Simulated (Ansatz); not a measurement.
**VSb2: computed property card**

VSb₂:
```
VSb2
1.0
   -3.25671     3.25671     2.75641
    3.25671    -3.25671     2.75641
    3.25671     3.25671    -2.75641
Sb V
4 2
Direct
  0.65715   0.15715   0.81429
  0.15715   0.34285   0.50000
  0.34285   0.84285   0.18571
  0.84285   0.65715   0.50000
  0.25000   0.25000   0.00000
  0.75000   0.75000   0.00000
```

Space group I4/mcm (No. 140); conventional cell a = b = 6.5134 Å, c = 5.5128 Å, α = β = γ = 90.00°.

Method: DFT-PBEsol in the program Ansatz with PAW potentials. Geometry: relaxed at this level of theory. Other levels are named where they apply.

**Cell and energy**

| Property | Value |
|---|---|
| Volume per atom | 19.49 Å³ |
| Density | 8.36 g/cm³ |
| Formation energy from the elements (no fitted shifts) | -0.13 eV/atom |

**Electronic structure**

| Property | Result |
|---|---|
| Electronic character | metallic (no gap) |
| Density of states at the Fermi level | 0.91 states/eV per atom (mean over ±0.08 eV) |
| Gap with spin–orbit coupling | none (metallic) |

**Magnetism**

| Property | Result |
|---|---|
| Magnetic order | non-magnetic (starting moments vanished) |

**Mechanics**

| Quantity | Result |
|---|---|
| Bulk modulus (Birch–Murnaghan fit) | 114 GPa |
| Pressure derivative B′ | 4.7 |

The measured cell (COD 8100157; 293 K, pressure taken as ambient) has 20.18 Å³ per atom; the computed volume differs by -3.4 %, which includes thermal expansion and zero-point motion.

The workflow started from an entry of the Crystallography Open Database (COD, 293 K). Its standing as an ambient phase is unchecked. Symmetry was held in the PBEsol relaxation; whether a distortion lowers the energy is not shown. The workflow began spin-polarised and lost its moments. The references are the lowest solids computed at this level, not always the standard phases. Spin–orbit coupling is left out wherever it is not named.

Potentials: the later of the program's two PAW sets.
